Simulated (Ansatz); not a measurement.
AgAu:
```
CELL_PARAMETERS angstrom
      1.43302     0.82736     4.71916
     -1.43302     0.82736     4.71916
      0.00000    -1.65471     4.71916
ATOMIC_POSITIONS crystal
  Ag 0.00000 0.00000 0.00000
  Au 0.50000 0.50000 0.50000
```

Relaxed with PBEsol. Special points in fractions of this cell's reciprocal vectors: Γ (0.000, 0.000, 0.000); T (0.500, 0.500, 0.500); H2 (0.813, 0.187, 0.500); H0 (0.500, -0.187, 0.187); L (0.500, 0.000, 0.000); S0 (0.344, -0.344, 0.000); S2 (0.656, 0.000, 0.344); F (0.500, 0.000, 0.500).

Task: List the band energies nearest the Fermi level at these points for the program Ansatz at the PBEsol with spin–orbit coupling level (PAW).

Result: In eV from the Fermi level; about four levels below and three above (degenerate sets whole), none deeper than 8.9 eV; points with the same levels are listed once.

```csv
k,below,above
Γ,-1.97 -1.97 -0.92 -0.92,3.42 3.42 14.43 14.43
T,-3.02 -3.02 -2.44 -2.44,10.59 10.59 11.40 11.40
H2,-2.71 -2.71 -2.24 -2.24,2.96 2.96 3.58 3.58
L,-2.80 -2.80 -1.71 -1.71,0.71 0.71 1.34 1.34
S0,-2.74 -2.74 -2.30 -2.30,2.80 2.80 3.51 3.51
F,-1.43 -1.43 -0.88 -0.88,1.16 1.16 3.31 3.31
```

Space group R-3m. The workflow started from a Materials Project entry (that database holds measured and hypothetical structures alike); the Crystallography Open Database copy checked does not list it. With Ag and Au taken as one species the cell has the higher symmetry Fm-3m, so it may be an ordered model of a mixed-site phase. Its standing as an ambient phase is unchecked. Symmetry was held in the PBEsol relaxation; whether a distortion lowers the energy is not shown. The run is not spin-polarised.

Potentials: the later of the program's two PAW sets.
